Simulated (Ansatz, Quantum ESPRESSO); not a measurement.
This is a calculation of SiO for Quantum ESPRESSO 7.5. The cell comes from a database or a generator and needn't be the stable form of this composition.

The input pw.in:

```
&CONTROL
  calculation = 'scf'
  prefix = 'pwscf'
  outdir = './tmp'
  pseudo_dir = './pseudo'
  tprnfor = .true.
  tstress = .true.
  disk_io = 'low'
/
&SYSTEM
  ibrav = 0
  nat = 2
  ntyp = 2
  ecutwfc = 55
  ecutrho = 440
  nbnd = 10
  occupations = 'smearing'
  smearing = 'fd'
  degauss = 0.00367493
/
&ELECTRONS
  conv_thr = 4d-10
  electron_maxstep = 120
  mixing_beta = 0.5
/
ATOMIC_SPECIES
Si    28.0850 Si.pbe-n-rrkjus_psl.1.0.0.UPF
O     15.9990 O.pbe-n-kjpaw_psl.0.1.UPF
CELL_PARAMETERS angstrom
   2.8069700000    0.0000000000    0.0000000000
   0.0000000000    2.8069700000    0.0000000000
   0.0000000000    0.0000000000    2.8069700000
ATOMIC_POSITIONS crystal
Si     0.0000000000    0.0000000000    0.0000000000
O      0.5000000000    0.5000000000    0.5000000000
K_POINTS automatic
9 9 9 0 0 0
```

The input pp_density.in:

```
&INPUTPP
  prefix = 'pwscf'
  outdir = './tmp'
  filplot = 'density.dat'
  plot_num = 0
/
&PLOT
  nfile = 1
  filepp(1) = 'density.dat'
  iflag = 3
  output_format = 6
  fileout = 'density.cube'
/
```

pp_potential.in

```
&INPUTPP
  prefix = 'pwscf'
  outdir = './tmp'
  filplot = 'potential.dat'
  plot_num = 11
/
&PLOT
  nfile = 1
  filepp(1) = 'potential.dat'
  iflag = 3
  output_format = 6
  fileout = 'potential.cube'
/
```

Potentials or basis: SSSP 1.3 efficiency PBE.

The run is started by

```bash
$ OMP_NUM_THREADS=1 pw.x -in pw.in > pw.out
$ OMP_NUM_THREADS=1 pp.x -in pp_density.in > pp_density.out
$ OMP_NUM_THREADS=1 pp.x -in pp_potential.in > pp_potential.out
```

Problem. Set up the same calculation for Ansatz 0.2.0. Potentials or basis there: Ansatz PAW, cutoff 420 eV.

Solution. As run (cutoffs and basis follow the program's own potentials, and thresholds, step limits or extra output files can differ):

input.yaml

```yaml
crystal:
  lattice:
    - [2.80697, 0.0, 0.0]
    - [0.0, 2.80697, 0.0]
    - [0.0, 0.0, 2.80697]
  atoms:
    - { symbol: Si, position: [0.0, 0.0, 0.0] }
    - { symbol: O, position: [0.5, 0.5, 0.5] }
hamiltonian:
  xc: pbe
  pseudopotentials: { kind: paw }
kpoints:
  mp_grid: { grid: [9, 9, 9] }
scf:
  occupations: { method: fermi_dirac, width: 0.05 }
output:
  forces: true
  stress: true
  eigenvalues: true
  write_density: true
  write_potential: true
  elf: true
  volumetric_format: npy
```

Potentials or basis: Ansatz PAW.

Command:

```sh
$ ansatz run input.yaml --threads 1 --pin off --max-ram 3584MiB --backend cpu --events-out ev --progress --plain --runs-dir out
```

Both were run:

|  | Quantum ESPRESSO | Ansatz |
| --- | --- | --- |
| Pressure | 0.0 GPa | 0.1 GPa |

Ansatz's pressure holds a Pulay term of +0.55 GPa for its cutoff of 420 eV, which the other run lacks.

Where Ansatz's input types no cutoff or centring, it takes its own default and a Γ-centred mesh.

Pressure is positive in compression.
